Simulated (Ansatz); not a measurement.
Ansatz input file:

```yaml
crystal:
  lattice:
    - [-2.0193422148, 2.0193422148, 5.1526041344]
    - [2.0193422148, -2.0193422148, 5.1526041344]
    - [2.0193422148, 2.0193422148, -5.1526041344]
  atoms:
    - { symbol: Sn, position: [0.75, 0.25, 0.5] }
    - { symbol: Sn, position: [0.0, 0.0, 0.0] }
    - { symbol: O, position: [0.796366328, 0.796366328, 0.0] }
    - { symbol: O, position: [0.953633672, 0.453633672, 0.5] }
    - { symbol: O, position: [0.203633672, 0.203633672, 0.0] }
    - { symbol: O, position: [0.546366328, 0.046366328, 0.5] }
basis:
  ecutwfc: 500
kpoints:
  mp_grid: { grid: [10, 10, 10] }
hamiltonian:
  xc: r2scan
scf:
  occupations: { method: gaussian, width: 0.02 }
output:
  forces: true
  stress: true
  eigenvalues: true
  write_density: true
  write_potential: true
  elf: true
  volumetric_format: npy
relax:
  adjacent_minimum: "off"
  f_tol: 0.01
  max_steps: 30
  cell: { stress_tol: 0.1, fix: [volume] }
```

Run as
```bash
ansatz run input.yaml --threads 1 --pin off --max-ram 2560MiB --backend cpu --events-out ev --progress --plain --runs-dir out
```

Method: Ansatz, DFT r2SCAN, scalar-relativistic, plane waves, PAW.

Part of what the program printed, abridged:

```
Pseudopotentials: kind: paw
Pseudopotential: Sn, paw, valence charge 14, recommended cutoff 500 eV (meta_gga)
Pseudopotential: O, paw, valence charge 6, recommended cutoff 500 eV (meta_gga)
Functional definition: r2SCAN
Crystal: 6 atoms, lattice volume = 84.044 Å³
Basis set: ecut = 500 eV, 2131 PW (Γ), exchange–correlation on 180×180×180 points (64 copies of the dense FFT grid, shifted against one another)
Bands: 32, of which v1, the nominal top of the filled ones, is band 26 counted from 1 (25 counted from 0)
Symmetry: 16 space group operations
Space group: I41/amd (ITA 141), of the structure as read, at distance tolerance 4.4e-5 Å
k-points: 102 of 1000
Initial density: superposition of atomic densities (neutral atoms: chi_scale 0, normalization atom), corrected by the library's trained network
Initial wavefunctions: pseudopotential atomic-orbital guess
Functional: x = r2scan, c = r2scan; τ floored in thin density (d = 2e-4 eV/Å³)
SCF iter   1: F=—  HF=-14351.775623 eV  |F-HF|=—  |Δ(HF+E_count)|=         —  Δρ=1.09e-2  dr2=7.65e-2  dr2_τ=2.54e-1  ethr=1.77e-3  ⟨swp⟩=6.4  Hψ=14459  notcnv=0  defer=4
SCF iter   2: F=—  HF=-14351.873155 eV  |F-HF|=—  |Δ(HF+E_count)|=   9.75e-2  Δρ=6.16e-3  dr2=1.64e-2  dr2_τ=1.54e-3  ethr=1.47e-4  ⟨swp⟩=2.9  Hψ=6308  notcnv=0  defer=191
SCF iter   3: F=—  HF=-14351.872813 eV  |F-HF|=—  |Δ(HF+E_count)|=   3.42e-4  Δρ=1.40e-3  dr2=1.46e-3  dr2_τ=1.75e-4  ethr=3.15e-5  ⟨swp⟩=2.0  Hψ=3494  notcnv=0  defer=191
SCF iter   4: F=—  HF=-14351.872751 eV  |F-HF|=—  |Δ(HF+E_count)|=   6.28e-5  Δρ=3.18e-4  dr2=7.05e-5  dr2_τ=6.17e-6  ethr=2.81e-6  ⟨swp⟩=2.1  Hψ=4838  notcnv=0  defer=191
SCF iter   5: F=—  HF=-14351.872763 eV  |F-HF|=—  |Δ(HF+E_count)|=   1.22e-5  Δρ=9.98e-5  dr2=1.17e-5  dr2_τ=4.75e-7  ethr=1.36e-7  ⟨swp⟩=2.0  Hψ=4537  notcnv=0  defer=191
SCF iter   6: F=—  HF=-14351.872761 eV  |F-HF|=—  |Δ(HF+E_count)|=   1.47e-6  Δρ=3.62e-5  dr2=1.25e-6  dr2_τ=5.07e-8  ethr=2.25e-8  ⟨swp⟩=3.0  Hψ=5669  notcnv=0  defer=191
SCF iter   7: F=-14351.872761 eV  HF=-14351.872761 eV  |F-HF|=1.31e-8  |Δ(HF+E_count)|=   8.67e-8  Δρ=7.04e-6  dr2=4.43e-8  dr2_τ=2.58e-9  ethr=1.92e-10  ⟨swp⟩=13.2  Hψ=26155  notcnv=0
SCF 1 converged in 7 iterations: F = -14351.872761 eV  dr2 = 4.43e-8
relax step   1: F+E_penalty+E_count = -14351.87276121 eV  Δ(F+E_penalty+E_count) = +0.000e0 eV  max|allowed force component| = 1.840e-1 eV/Å  Δτ_max = 0.0000 Å  P = -5.184 GPa  Ω = 84.044 Å³  fix = [volume]  reactions: volume -5.184 GPa (7 SCF iters, dr2 threshold 1.00e-7 eV, accepted)
Initial density: handed on by an earlier stage of this run
Initial wavefunctions: those handed on with the density
SCF iter   1: F=—  HF=-14351.871566 eV  |F-HF|=—  |Δ(HF+E_count)|=         —  Δρ=2.11e-3  dr2=1.91e-3  dr2_τ=4.69e-2  ethr=3.78e-6  ⟨swp⟩=2.3  Hψ=17212  notcnv=0
SCF iter   2: F=—  HF=-14351.877678 eV  |F-HF|=—  |Δ(HF+E_count)|=   6.11e-3  Δρ=1.16e-3  dr2=6.93e-4  dr2_τ=4.04e-5  ethr=3.67e-6  ⟨swp⟩=2.0  Hψ=5535  notcnv=0
SCF iter   3: F=—  HF=-14351.877612 eV  |F-HF|=—  |Δ(HF+E_count)|=   6.60e-5  Δρ=3.97e-4  dr2=6.66e-5  dr2_τ=1.46e-5  ethr=1.33e-6  ⟨swp⟩=2.0  Hψ=4552  notcnv=0
SCF iter   4: F=—  HF=-14351.877631 eV  |F-HF|=—  |Δ(HF+E_count)|=   1.96e-5  Δρ=1.90e-4  dr2=1.25e-5  dr2_τ=1.16e-6  ethr=1.28e-7  ⟨swp⟩=2.0  Hψ=4352  notcnv=0
SCF iter   5: F=—  HF=-14351.877637 eV  |F-HF|=—  |Δ(HF+E_count)|=   5.64e-6  Δρ=7.26e-5  dr2=2.53e-6  dr2_τ=2.97e-7  ethr=2.41e-8  ⟨swp⟩=2.0  Hψ=4480  notcnv=0
SCF iter   6: F=-14351.877638 eV  HF=-14351.877638 eV  |F-HF|=6.98e-9  |Δ(HF+E_count)|=   1.16e-6  Δρ=9.80e-6  dr2=3.99e-8  dr2_τ=3.11e-9  ethr=1.15e-9  ⟨swp⟩=11.8  Hψ=26793  notcnv=0
SCF 2 converged in 6 iterations: F = -14351.877638 eV  dr2 = 3.99e-8
relax step   2: F+E_penalty+E_count = -14351.87763790 eV  Δ(F+E_penalty+E_count) = -4.877e-3 eV  max|allowed force component| = 6.184e-3 eV/Å  Δτ_max = 0.0168 Å  P = -4.560 GPa  Ω = 84.044 Å³  fix = [volume]  reactions: volume -4.560 GPa (6 SCF iters, dr2 threshold 6.00e-7 eV, accepted)
SCF iter   1: F=—  HF=-14351.877697 eV  |F-HF|=—  |Δ(HF+E_count)|=         —  Δρ=1.19e-4  dr2=4.58e-6  dr2_τ=1.40e-4  ethr=1.11e-8  ⟨swp⟩=3.0  Hψ=17830  notcnv=0
SCF iter   2: F=—  HF=-14351.877725 eV  |F-HF|=—  |Δ(HF+E_count)|=   2.83e-5  Δρ=6.81e-5  dr2=2.07e-6  dr2_τ=1.24e-7  ethr=8.82e-9  ⟨swp⟩=2.0  Hψ=5916  notcnv=0
SCF iter   3: F=—  HF=-14351.877725 eV  |F-HF|=—  |Δ(HF+E_count)|=   2.35e-7  Δρ=2.18e-5  dr2=1.47e-7  dr2_τ=4.63e-8  ethr=3.99e-9  ⟨swp⟩=2.0  Hψ=4764  notcnv=0
SCF iter   4: F=-14351.877725 eV  HF=-14351.877725 eV  |F-HF|=2.58e-8  |Δ(HF+E_count)|=   1.48e-7  Δρ=1.10e-5  dr2=3.48e-8  dr2_τ=3.72e-9  ethr=2.15e-10  ⟨swp⟩=9.9  Hψ=22033  notcnv=0
SCF 3 converged in 4 iterations: F = -14351.877725 eV  dr2 = 3.48e-8
relax step   3: F+E_penalty+E_count = -14351.87772526 eV  Δ(F+E_penalty+E_count) = -8.736e-5 eV  max|allowed force component| = 6.656e-3 eV/Å  Δτ_max = 0.0009 Å  P = -4.571 GPa  Ω = 84.044 Å³  fix = [volume]  reactions: volume -4.571 GPa (4 SCF iters, dr2 threshold 1.12e-7 eV, accepted)
SCF iter   1: F=—  HF=-14351.877738 eV  |F-HF|=—  |Δ(HF+E_count)|=         —  Δρ=9.35e-5  dr2=2.51e-6  dr2_τ=4.67e-5  ethr=5.17e-9  ⟨swp⟩=3.0  Hψ=17860  notcnv=0
SCF iter   2: F=—  HF=-14351.877760 eV  |F-HF|=—  |Δ(HF+E_count)|=   2.18e-5  Δρ=4.68e-5  dr2=8.83e-7  dr2_τ=8.54e-8  ethr=4.83e-9  ⟨swp⟩=2.0  Hψ=5916  notcnv=0
SCF iter   3: F=—  HF=-14351.877761 eV  |F-HF|=—  |Δ(HF+E_count)|=   3.78e-7  Δρ=1.31e-5  dr2=5.26e-8  dr2_τ=1.40e-8  ethr=1.70e-9  ⟨swp⟩=2.7  Hψ=5886  notcnv=0
SCF iter   4: F=-14351.877761 eV  HF=-14351.877761 eV  |F-HF|=1.28e-8  |Δ(HF+E_count)|=   1.08e-7  Δρ=6.23e-6  dr2=9.63e-9  dr2_τ=1.09e-9  ethr=7.44e-11  ⟨swp⟩=9.3  Hψ=20999  notcnv=0
SCF 4 converged in 4 iterations: F = -14351.877761 eV  dr2 = 9.63e-9
relax step   4: F+E_penalty+E_count = -14351.87776069 eV  Δ(F+E_penalty+E_count) = -3.543e-5 eV  max|allowed force component| = 1.342e-4 eV/Å  Δτ_max = 0.0004 Å  P = -4.559 GPa  Ω = 84.044 Å³  energy of the carried Pulay correction = +3.463e-17 eV  fix = [volume]  reactions: volume -4.559 GPa (4 SCF iters, dr2 threshold 3.87e-8 eV, accepted)
Initial wavefunctions: pseudopotential atomic-orbital guess (no wavefunctions were taken with the density)
SCF iter   1: F=—  HF=-14351.877745 eV  |F-HF|=—  |Δ(HF+E_count)|=         —  Δρ=4.75e-5  dr2=4.25e-8  dr2_τ=2.98e-8  ethr=5.11e-8  ⟨swp⟩=3.5  Hψ=24396  notcnv=0
SCF iter   2: F=—  HF=-14351.877758 eV  |F-HF|=—  |Δ(HF+E_count)|=   1.30e-5  Δρ=2.40e-5  dr2=1.15e-8  dr2_τ=2.01e-7  ethr=8.16e-11  ⟨swp⟩=3.2  Hψ=6073  notcnv=0
SCF iter   3: F=—  HF=-14351.877758 eV  |F-HF|=—  |Δ(HF+E_count)|=   7.28e-7  Δρ=2.26e-6  dr2=2.22e-9  dr2_τ=9.16e-10  ethr=2.21e-11  ⟨swp⟩=2.0  Hψ=4896  notcnv=0
SCF iter   4: F=-14351.877758 eV  HF=-14351.877758 eV  |F-HF|=1.67e-10  |Δ(HF+E_count)|=   1.71e-9  Δρ=5.68e-7  dr2=9.02e-11  dr2_τ=5.69e-11  ethr=1.00e-12  ⟨swp⟩=6.1  Hψ=18735  notcnv=0
SCF 5 converged in 4 iterations: F = -14351.877758 eV  dr2 = 9.02e-11
SCF converged after 4 iterations
Free energy (F): -14351.877758 eV
Harris-Foulkes:  -14351.877758 eV  (|F-HF|=1.67e-10)
Internal energy: -14351.877758 eV  (E = F + TS)
E sigma→0 (E₀):  -14351.877758 eV
Fermi energy:    7.255295 eV
--- Per-component energies (eV) ---
  E_band       = -276.991400
  E_kinetic    = 1081.584708
  E_local      = -3620.203971  (includes V_loc(G=0)·N_el)
  E_nonlocal   = 131.028914
  E_hartree    = 1814.028560
  E_xc         = -1034.401725
  E_vxc        = -621.177886  (∫ρ·V_xc dr)
  E_paw        = -8985.107170  (= ΣΔE_a)
  E_vpaw       = -915.904224  (= ΣTr[D̂ρ^β])
  E_aug_tail   = 0.004285  (compensation charges beyond the density's cutoff)
  E_vtau       = 39.619411  (kinetic-family band-sum trace: ∫τ·v_τ [+ j·A + Jᵃ·Aᵃ] dr)
  E_ewald      = -3740.154234
  E_core_change = 1.342876  (= ΣΔE_core)
  E_smearing   =  0.000000  (= −TS)
--- Forces (eV/Å), atoms counted from 1 ---
  atom   1  Sn     0.00000000     0.00000000     0.00000000
  atom   2  Sn     0.00000000     0.00000000     0.00000000
  atom   3  O      0.00000000     0.00000000     0.00012912
  atom   4  O      0.00000000     0.00000000    -0.00012912
  atom   5  O      0.00000000     0.00000000    -0.00012912
  atom   6  O      0.00000000     0.00000000     0.00012912
--- Stress (GPa, compression-positive) ---
       -4.558660       0.000000       0.000000
        0.000000      -4.558660       0.000000
        0.000000       0.000000      -4.558159
  P = ⅓ Tr σ = -4.5585 GPa (-45.585 kbar)
--- Band table (eV; the first three rows and the last of 102) ---
  k-point 0: bands = ["-14.8009", "-14.7615", "-14.6194", "-14.0308", "-13.9122", "-13.9122", "-13.7880", "-13.7714", "-13.7714", "-13.7511", "-12.8789", "-10.3679", "-9.6192", "-9.4783", "1.4047", "1.6215", "1.6215", "2.2792", "2.9848", "2.9848", "4.6115", "5.2161", "5.5974", "5.5974", "5.8701", "5.8701", "8.2890", "12.3976", "16.0937", "16.6584", "16.8406", "18.6166"]
  k-point 1: bands = ["-14.7808", "-14.7148", "-14.5757", "-14.0610", "-13.9146", "-13.9056", "-13.7896", "-13.7838", "-13.7759", "-13.7517", "-12.7547", "-10.4504", "-9.6505", "-9.6298", "0.4125", "1.8669", "1.9818", "2.5000", "2.6602", "3.5541", "4.8269", "5.1026", "5.2459", "5.6243", "5.7277", "5.9222", "8.9417", "12.4685", "16.2809", "16.7199", "16.8041", "17.9327"]
  k-point 2: bands = ["-14.7252", "-14.5825", "-14.4512", "-14.1424", "-13.9226", "-13.8872", "-13.7945", "-13.7930", "-13.7886", "-13.7564", "-12.4243", "-10.6718", "-10.0233", "-9.7585", "-0.4978", "1.5200", "1.7907", "2.5210", "3.7063", "4.4835", "4.5212", "4.8005", "5.3272", "5.3525", "5.6949", "6.0391", "10.2552", "12.7224", "16.5763", "16.5932", "16.6756", "16.9361"]
  k-point 101: bands = ["-14.9527", "-14.9527", "-14.1100", "-14.1100", "-13.9491", "-13.9491", "-13.7696", "-13.7696", "-13.7316", "-13.7316", "-12.0653", "-12.0653", "-9.1596", "-9.1596", "1.2546", "1.2546", "2.7719", "2.7719", "3.5256", "3.5256", "3.6788", "3.6788", "5.2181", "5.2181", "5.9700", "5.9700", "11.0072", "11.0072", "14.4384", "14.4384", "18.9755", "18.9755"]
--- Relaxed structure (4 steps of the walk, 4 accepted, 1 SCFs on fresh bases) ---
  F+E_penalty+E_count = -14351.87775770 eV   max|allowed force component| = 1.291e-4 eV/Å   (the final SCF, on the basis selected at the relaxed cell)
  cell:  # Å, volume = 84.0440 Å³
    - [-2.01649707, 2.01649707, 5.16715431]
    - [2.01649707, -2.01649707, 5.16715431]
    - [2.01649707, 2.01649707, -5.16715431]
  atoms:
    - { symbol: Sn, position: [0.75, 0.25000000, 0.5] }
    - { symbol: Sn, position: [0.0, 0.0, 0.0] }
    - { symbol: O, position: [0.79786570, 0.79786570, 0.0] }
    - { symbol: O, position: [0.95213429, 0.45213429, 0.5] }
    - { symbol: O, position: [0.20213429, 0.20213429, 0.0] }
    - { symbol: O, position: [0.54786570, 0.04786570, 0.5] }
```

The relaxation met its thresholds.

It took 86 s on 1 thread of Intel(R) Xeon(R) 6975P-C (Granite Rapids), on a shared host, peak memory 1 GiB.